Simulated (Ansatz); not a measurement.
**Fields on a plane of Ta2Se (space group P4/nmm)**

```xyz
6
Lattice="3.3666 0.0000 0.0000 0.0000 3.3666 0.0000 0.0000 0.0000 10.0006" Properties=species:S:1:pos:R:3 pbc="T T T"
Ta     1.6833     0.0000     7.6103
Ta     0.0000     1.6833     2.3903
Ta     0.0000     1.6833     9.2387
Ta     1.6833     0.0000     0.7619
Se     0.0000     1.6833     6.4004
Se     1.6833     0.0000     3.6002
```

The slice is a (001) plane (indices of the conventional cell) through the point (0.500, 0.000, 0.761) (fractional), spanned by u = [100] and v = [010] in vectors of this cell: u (3.37 Å) and v (3.37 Å, at 90° to u). It covers one period; positions are fractions (u, v).

Atoms on it: Ta at (0.00, 0.00).

Computed with r2SCAN+rVV10 (plane waves to 500 eV, PAW, scalar-relativistic; Ansatz, a first-principles code). k mesh 14×14×5. These are valence fields of a PAW run, semicore shells included where kept as valence: close to a nucleus they are smooth pseudo fields. At this level the bands of Ta2Se touch or barely overlap. Spin-orbit coupling is left out, though Ta is heavy. Ta2Se is run without spin polarisation. Ta2Se was relaxed with its symmetry unable to fall.

| v \ u | 0.00 | 0.10 | 0.20 | 0.30 | 0.40 | 0.50 | 0.60 | 0.70 | 0.80 | 0.90 |
|---|---|---|---|---|---|---|---|---|---|---|
| 0.90 | 0.7 | 0.6 | 0.3 | -0.4 | -0.6 | -0.7 | -0.6 | -0.4 | 0.3 | 0.6 |
| 0.80 | 0.4 | 0.3 | -0.1 | -0.5 | -0.6 | -0.6 | -0.6 | -0.5 | -0.1 | 0.3 |
| 0.70 | -0.3 | -0.4 | -0.5 | -0.6 | -0.5 | -0.5 | -0.5 | -0.6 | -0.5 | -0.4 |
| 0.60 | -0.6 | -0.6 | -0.6 | -0.5 | -0.5 | -0.5 | -0.5 | -0.5 | -0.6 | -0.6 |
| 0.50 | -0.7 | -0.7 | -0.6 | -0.5 | -0.5 | -0.4 | -0.5 | -0.5 | -0.6 | -0.7 |
| 0.40 | -0.6 | -0.6 | -0.6 | -0.5 | -0.5 | -0.5 | -0.5 | -0.5 | -0.6 | -0.6 |
| 0.30 | -0.3 | -0.4 | -0.5 | -0.6 | -0.5 | -0.5 | -0.5 | -0.6 | -0.5 | -0.4 |
| 0.20 | 0.4 | 0.3 | -0.1 | -0.5 | -0.6 | -0.6 | -0.6 | -0.5 | -0.1 | 0.3 |
| 0.10 | 0.7 | 0.6 | 0.3 | -0.4 | -0.6 | -0.7 | -0.6 | -0.4 | 0.3 | 0.6 |
| 0.00 | 0.5 | 0.7 | 0.4 | -0.3 | -0.6 | -0.7 | -0.6 | -0.3 | 0.4 | 0.7 |

Values: log₁₀ of the valence density in e/Å³. The scale is logarithmic, as a density can span decades between atoms and voids.

```
|xxxxxx@@@@++..  ..--==--..  ..++@@@@xxxx|
|xxxxxx@@%%--    ..--==--..    --%%@@xxxx|
|@@@@@@@@++..    ::======::    ..++@@@@@@|
|@@@@%%++::    ..--==++==--..    ::++%%@@|
|**++--..    ..--==++++++==--..    ..--++|
|....      ..::==++******++==::..      ..|
|        ..--==++**********++==--..      |
|......::--==++**************++==--::....|
|------====++******************++====----|
|========++++******************++++======|
|------====++******************++====----|
|......::--==++**************++==--::....|
|        ..--==++**********++==--..      |
|....      ..::==++******++==::..      ..|
|**++--..    ..--==++++++==--..    ..--++|
|@@@@%%++::    ..--==++==--..    ::++%%@@|
|@@@@@@@@++..    ::======::    ..++@@@@@@|
|xxxxxx@@%%--    ..--==--..    --%%@@xxxx|
|xxxxxx@@@@++..  ..--==--..  ..++@@@@xxxx|
|xxxxxx@@@@**..  ..--==--..  ..**@@@@xxxx|
```
Scale: ten equal steps from 0.13 (start of ' ') to 0.73 (end of '@'), in the order ' .:-=+*#%@'. Values: electron localisation function (ELF). The map has 20 points along u (two characters each, u = 0 at the left) and 20 along v (v = 0 in the bottom row). Points within 0.5 Å of a nucleus are blanked (x), as the pseudised field means little there.
